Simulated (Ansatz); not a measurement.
C:
Space group C2/c (No. 15); a = 4.6592 Å, b = 11.0975 Å, c = 3.6124 Å, α = γ = 90.00°, β = 115.39°

```
atom  site  symmetry       x       y       z
----  ----  --------  ------  ------  ------
C       8f         1  0.0205  0.2056  0.0520
C       8f         1  0.2405  0.3173  0.1235
```
(The calculation used a cell of 8 atoms; values per cell refer to that cell.)

Relaxed at zero pressure with the program Ansatz at the PBE level (PAW).

The volume is raised by 3 % and shape and atoms relax at that volume. What pressure results, and how do the axes share the change?

0.0 GPa; a 0.0 %, b 3.0 %, c 0.0 %; the energy rises by 0 meV/atom.

Give the new structure.


Space group C2/c (No. 15); a = 4.6599 Å, b = 11.4280 Å, c = 3.6126 Å, α = γ = 90.00°, β = 115.39°

```csv
atom,site,symmetry,x,y,z
C,8f,1,0.0206,0.2069,0.0520
C,8f,1,0.2406,0.3153,0.1235
```

The phase is kept; no other phase was compared at this pressure.

The start of the workflow was typed in or built on a structure type; neither database checked (COD, Materials Project) lists it. It is not the phase usual at ambient conditions (space group No. 194, 227). Symmetry was held in the PBE relaxation; whether a distortion lowers the energy is not shown. The volume moved by 147 % from the start of the relaxation.

Potentials: the earlier of the program's two PAW sets.
